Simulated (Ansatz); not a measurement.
Relaxed ZnS (wurtzite):

```xyz
4
Lattice="3.7822 0.0000 0.0000 -1.8911 3.2754 0.0000 0.0000 0.0000 6.2077" Properties=species:S:1:pos:R:3 pbc="T T T"
Zn     1.8911     1.0918     6.2056
Zn     0.0000     2.1836     3.1018
S      1.8911     1.0918     3.8830
S      0.0000     2.1836     0.7792
```

In this cell atom 4 (S, nearest neighbour Zn at 2.319 Å; its periodic images, 3.8 Å or more away, move with it) is moved by u·(1.000, 0.000, 0.000) + v·(0.000, 0.000, 1.000); the rest is frozen.

These are PBEsol (plane waves to 420 eV, PAW, scalar-relativistic; Ansatz, a first-principles code) values and carry that method's errors. k mesh 8×8×5 (Γ-centred), Fermi-Dirac smearing 0.05 eV. Compression counts positive. ZnS was relaxed with its symmetry unable to fall. 

Q: Predict the P (GPa) at all points of the grid u = -0.350, -0.233, -0.117, 0.000, 0.117, 0.233, 0.350 by v = -0.350, -0.233, -0.117, 0.000, 0.117, 0.233, 0.350.

A: P (GPa), with u across and v down:

| v \ u | -0.350 | -0.233 | -0.117 | 0.000 | 0.117 | 0.233 | 0.350 |
|---|---|---|---|---|---|---|---|
| -0.350 | 6.0 | 3.8 | 2.4 | 2.0 | 2.4 | 3.8 | 6.0 |
| -0.233 | 4.6 | 2.6 | 1.4 | 1.0 | 1.4 | 2.6 | 4.6 |
| -0.117 | 3.3 | 1.6 | 0.6 | 0.3 | 0.6 | 1.6 | 3.3 |
| 0.000 | 2.4 | 1.1 | 0.3 | 0.0 | 0.3 | 1.1 | 2.4 |
| 0.117 | 2.1 | 1.1 | 0.5 | 0.3 | 0.5 | 1.1 | 2.1 |
| 0.233 | 2.7 | 2.0 | 1.6 | 1.5 | 1.6 | 2.0 | 2.7 |
| 0.350 | 4.4 | 4.1 | 3.9 | 3.9 | 3.9 | 4.1 | 4.4 |

(A displaced cell: forces are minus the slopes of the energy, force constants its curvatures, and phonons follow from these.)
